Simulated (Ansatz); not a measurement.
A distorted cell of Co$_{2}$N (space group Pnnm):

```
CELL_PARAMETERS angstrom
      4.43780     0.00000     0.00000
      0.00000     4.71047     0.00000
      0.00000     0.00000     2.93429
ATOMIC_POSITIONS crystal
  Co 0.20521 0.18568 0.50000
  Co 0.70521 0.31432 0.00000
  Co 0.79479 0.81432 0.50000
  Co 0.29479 0.68568 0.00000
  N  0.50000 0.50000 0.50000
  N  0.00000 0.00000 0.00000
```

Calculation: PBEsol (plane waves to 420 eV, PAW, scalar-relativistic; Ansatz, a quantum-chemistry and plane-wave program). k mesh 11×11×17 (Γ-centred), Fermi-Dirac smearing 0.05 eV. Energies are smeared free energies. Compression counts positive. Co2N is run without spin polarisation. Co2N was relaxed with its symmetry unable to fall.

### Question
What is the stress tensor (GPa)?

### Answer
```
  -27.1      0.0      0.0
    0.0    -30.8      0.0
    0.0      0.0    -31.6
```
The pressure, a third of the trace, is -29.8 GPa.

### Question
It is the relaxed cell scaled evenly to V/V₀ = 1.160, atoms relaxed where free. What is its energy relative to the relaxed cell?

### Answer
151 meV/atom.

(A scan under strain: stresses follow from slopes of the energy per volume, elastic moduli from its curvatures.)
